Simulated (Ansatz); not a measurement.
Ni:
```
Ni
1.0
    0.00000     1.75927     1.75927
    1.75927     0.00000     1.75927
    1.75927     1.75927     0.00000
Ni
1
Direct
  0.00000   0.00000   0.00000
```
Starting moments (μB, in the order of the atoms Ni): 0.7.

Relaxed with PBE. Special points in fractions of this cell's reciprocal vectors: Γ (0.000, 0.000, 0.000); X (0.500, 0.000, 0.500); U (0.625, 0.250, 0.625); K (0.375, 0.375, 0.750); L (0.500, 0.500, 0.500); W (0.500, 0.250, 0.750).

Question: List the band energies nearest the Fermi level at these points for DFT-PBE in the program Ansatz with PAW potentials.

Answer: In eV from the Fermi level; about four levels below and three above (degenerate sets whole), none deeper than 8.9 eV; … stands for higher levels left out; points with the same levels are listed once.

| k | below | above |
|---|---|---|
| Γ ↑ | -2.47 -2.47 -2.47 | … |
| X ↑ | -4.25 -0.57 -0.49 -0.49 | … |
| U ↑ | -3.77 -2.16 -1.12 -0.75 | … |
| L ↑ | -2.45 -2.45 -0.62 -0.62 | … |
| W ↑ | -3.12 -3.12 -1.35 -0.49 | … |
| Γ ↓ | -1.70 -1.70 -1.70 | … |
| X ↓ | -4.36 -3.62 | 0.06 0.40 0.40 |
| U ↓ | -3.60 -3.22 -1.53 -0.53 | 0.13 … |
| L ↓ | -4.47 -1.82 -1.82 -0.47 | … |
| W ↓ | -3.43 -2.50 -2.50 -0.77 | 0.40 … |

Space group Fm-3m (fcc (Cu type)). Symmetry was held in the PBE relaxation. The final state is ferromagnetic, chosen from 3 collinear starts compared on coarse meshes (ties went to the first, and starts can fall back to one state), not a proven ground state. Textbook magnetic order: ferromagnetic.

Potentials: the later of the program's two PAW sets.
